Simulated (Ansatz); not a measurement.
**What is wrong with this input? (RbBr₃)**

The input below was meant for crystalline RbBr₃, with PBE, plane waves and PAW in Ansatz.

```yaml
crystal:
  lattice:
    - [-2.2585671, 2.2585671, 6.43700423]
    - [2.2585671, -2.2585671, 6.43700423]
    - [2.2585671, 2.2585671, -6.43700423]
  atoms:
    - { symbol: Rb, position: [0.0, 0.0, 0.0] }
    - { symbol: Br, position: [0.75, 0.25, 0.5] }
    - { symbol: Br, position: [0.25, 0.75, 0.5] }
    - { symbol: Br, position: [0.5, 0.5, 0.0] }
basis:
  ecutwfc: 420
kpoints:
  mp_grid: { grid: [1, 1, 1] }
hamiltonian:
  xc: pbe
scf:
  occupations: { method: gaussian, width: 0.1 }
output:
  forces: true
  stress: true
  eigenvalues: true
```

From the log (HF is the Harris–Foulkes energy, dr2 the density residual in eV):

```text
basis.fft_grid_basis auto: the FFT boxes are laid along the combinations [[1, 0, 1], [0, 1, 1], [0, 0, 1]] of the cell's own vectors, 4.517, 4.517 and 7.186 Å long. The dense box has 32×32×50 points. Along the cell's own vectors, as sized, it would have 50×50×50, 2.44 times as many. Of the 16 symmetry operations that the crystal satisfies within crystal.symmetry.tolerance (time reversal apart …
Pseudopotential: Rb, paw, valence charge 9, recommended cutoff 420 eV (normal)
Pseudopotential: Br, paw, valence charge 7, recommended cutoff 420 eV (normal)
Crystal: 4 atoms, lattice volume = 131.344 Å³
Basis set: ecut = 420 eV, 2549 PW (Γ), FFT grids on a1+a3, a2+a3, a3, exchange–correlation on 64×64×100 points (8 copies of the dense FFT grid, shifted against one another)
Bands: 19, of which v1, the nominal top of the filled ones, is band 15 counted from 1 (14 counted from 0)
Symmetry: 16 space group operations
Space group: I4/mmm (ITA 139), of the structure as read, at distance tolerance 5.1e-5 Å
k-points: 1
Initial density: superposition of atomic densities, corrected by the library's trained network
SCF iter   1: HF=-11615.380373 eV  Δρ=1.36e-2  dr2=6.45e-1
SCF iter   2: HF=-11615.287337 eV  Δρ=7.37e-3  dr2=1.78e-1
SCF iter   3: HF=-11615.346104 eV  Δρ=3.06e-2  dr2=3.39e0  recentre
SCF iter   4: HF=-11615.386035 eV  Δρ=3.80e-2  dr2=5.27e0
   ...
SCF iter  14: HF=-11615.283476 eV  Δρ=1.84e-5  dr2=1.44e-6
SCF iter  15: HF=-11615.283477 eV  Δρ=8.17e-6  dr2=2.45e-7
SCF iter  16: F=-11615.283476 eV  HF=-11615.283477 eV  Δρ=4.02e-6  dr2=5.71e-8
SCF 1 converged in 16 iterations: F = -11615.283476 eV  dr2 = 5.71e-8
SCF converged after 16 iterations
Free energy (F): -11615.283476 eV
E sigma→0 (E₀):  -11615.217271 eV
Entropy (-TS):   -0.132412 eV (-33.103 meV/atom)
Fermi energy:    3.134820 eV
--- Forces (eV/Å), atoms counted from 1 ---
  atom   1  Rb     0.00000000    -0.00000000     0.00000000
  atom   2  Br     0.00000000    -0.00000000     0.00000000
  atom   3  Br     0.00000000    -0.00000000     0.00000000
  atom   4  Br     0.00000000    -0.00000000     0.00000000
--- Stress (GPa, compression-positive) ---
       15.988235      -0.000000       0.000000
       -0.000000      15.988235       0.000000
       -0.000000       0.000000       0.298549
  P = ⅓ Tr σ = 10.7583 GPa (107.583 kbar)
```

Question: The run converged, but its numbers aren't those of the intended crystal and state. Why?

Answer: The fault is one k-point for a metal. One point can't sample a Fermi surface. The cure is a converged mesh.

Fix:

```diff
 kpoints:
-  mp_grid: { grid: [1, 1, 1] }
+  mp_grid: { grid: [14, 14, 14] }
```

The mended run converges, with no gap, a pressure of 0.69 GPa. The faulty run's energy lay 1.02 eV per atom higher.